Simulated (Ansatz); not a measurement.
# Kick test of a cell of Hf₂Si₃

It was reached by relaxing an invented guess, and it needn't be the stable form of this composition.

The calculation used DFT PBE, scalar-relativistic, plane waves, PAW (Ansatz). Settings: cutoff 420 eV, Γ-centred mesh 12×12×6 on the computed 5-atom cell, Gaussian smearing of 0.10 eV; no spin polarisation.

The cell below (5 atoms, space group P-3m1 (No. 164)) is relaxed within its symmetry.

```xyz
5
Lattice="3.7309 0.0000 0.0000 -1.8655 3.2311 0.0000 0.0000 0.0000 7.6133" Properties=species:S:1:pos:R:3 pbc="T T T"
Hf    0.0000    2.1541    6.1224
Hf    1.8655    1.0770    1.4908
Si    0.0000    0.0000    0.0000
Si    0.0000    2.1541    3.2592
Si    1.8655    1.0770    4.3541
```

For the test a repeat of it with 10 atoms (edges 3.73, 6.46, 7.61 Å) was strained at random (σ = 1.5 % a component), the atoms were moved at random (σ = 0.05 Å), and all was relaxed again on a coarse 6×4×4 mesh (in the run’s order of axes) with 0.20 eV smearing, with no symmetry imposed.

Spin–orbit coupling, which can matter for Hf, is left out.

Q: Is the structure stable against such a distortion?

A: It returns, within 1 meV/atom of the unmoved cell on that mesh and with the same symmetry when read at 0.1 Å. So it is stable against the distortions that fit this cell and that this random move excites. Modes that don't fit the cell aren't tested.
